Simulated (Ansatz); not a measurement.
Relaxed candidate structures of ZrC$_{2}$:

A. Cmce (No. 64), oS24; a = 2.734 Å, b = 12.640 Å, c = 7.033 Å, α = β = γ = 90.00°; Zr 8f (0.000, 0.120, 0.034); C 8f (0.000, 0.243, 0.299); C 8f (0.000, 0.482, 0.197)

B. Fm-3m (No. 225), cF12, fluorite type; a = 5.345 Å, b = 5.345 Å, c = 5.345 Å, α = 90.00°, β = 90.00°, γ = 90.00°; Zr 4a (0.000, 0.000, 0.000); C 8c (0.250, 0.250, 0.250)

C. Cmcm (No. 63), oS12; a = 4.443 Å, b = 5.776 Å, c = 5.658 Å, α = 90.00°, β = 90.00°, γ = 90.00°; Zr 4c (0.000, 0.176, 0.250); C 8e (0.349, 0.000, 0.000)

Put the candidates in order of energy per atom, lowest first, for r2SCAN (plane waves to 500 eV, PAW, scalar-relativistic; Ansatz, a first-principles code).

C (reference, the lowest of the structures calculated here), A (+0.21 eV/atom), B (+1.39 eV/atom)

Each run could gain symmetry but not lose that of its start, so entries can be saddle points. All of these are generated cells (placed on structure types, drawn at random, substituted or restacked) that were not matched to a known phase here. The real structure of this composition may not be among these, and whether this composition forms is not checked here. Energies are at zero temperature and pressure, without zero-point motion. No spin polarisation in the result.
